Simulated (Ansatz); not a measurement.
Given:

Zr2N:
Space group P4₂/mnm (No. 136); a = b = 5.332 Å, c = 3.253 Å, α = β = γ = 90.00°

```tsv
atom	site	symmetry	x	y	z
Zr	4f	m.2m	0.2961	0.2961	0.0000
N	2a	m.mm	0.0000	0.0000	0.0000
```

This is the LDA-relaxed structure.

Task: All from LDA (plane waves, PAW; program Ansatz), unless another level is named. Predict the highest zone-centre frequency.

Result: 562 cm⁻¹.

Task: Next, the bulk modulus (Birch–Murnaghan fit)?

Result: 196 GPa.

Space group P4_2/mnm (anti-rutile). The workflow started from a Materials Project entry (that database holds measured and hypothetical structures alike); the Crystallography Open Database copy checked does not list it. Whether it is the stable phase at ambient conditions was not checked. Symmetry was held in the LDA relaxation; of distortions, only those at the zone centre were tested. No spin polarisation was allowed. As this level gives no gap, phonon frequencies hold no LO–TO term and depend on the k-mesh and smearing (Fermi–Dirac, 0.1 eV here).

Potentials: the later of the program's two PAW sets.
